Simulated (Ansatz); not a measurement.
## Is this Li2Rh structure stable?

It was reached by relaxing an invented guess, and it needn't be the stable form of this composition.

All numbers below come from DFT PBE, scalar-relativistic, plane waves, PAW (Ansatz). The final run on the 3-atom cell used 420 eV, a Γ-centred 18×18×8 mesh, 0.10 eV smearing and no spin polarisation.

```cif
data_structure
_symmetry_space_group_name_H-M 'P-3m1'
_symmetry_Int_Tables_number 164
_cell_length_a 2.7225
_cell_length_b 2.7225
_cell_length_c 6.8815
_cell_angle_alpha 90.000
_cell_angle_beta 90.000
_cell_angle_gamma 120.000
_cell_volume 44.17
loop_
_atom_site_label
_atom_site_type_symbol
_atom_site_symmetry_multiplicity
_atom_site_Wyckoff_symbol
_atom_site_fract_x
_atom_site_fract_y
_atom_site_fract_z
_atom_site_occupancy
Li1 Li 2 d 0.33333 0.66667 0.30083 1
Rh1 Rh 1 a 0.00000 0.00000 0.00000 1
```

The zero of energy is the elements' standard structures at the same level; no fitted shifts are applied.

Q: These tests were run: energy against the elements; phonons on a 3×3×1 q mesh; elastic tensor. What do they show?

A:

| test | result |
| --- | --- |
| energy against the elements | −0.13 eV/atom |
| phonons on a 3×3×1 q mesh | no imaginary mode on the mesh |
| elastic tensor | least eigenvalue 5 GPa |

It fails none of these tests outright. Other phases of the system weren't compared here, so this isn't yet thermodynamic stability. Undecided within the accuracy: elastic tensor.

The run for the phonons used an 18×18×8 k mesh and Fermi–Dirac smearing of 0.15 eV. The run for the elastic tensor used an 18×18×8 k mesh and Fermi–Dirac smearing of 0.15 eV.
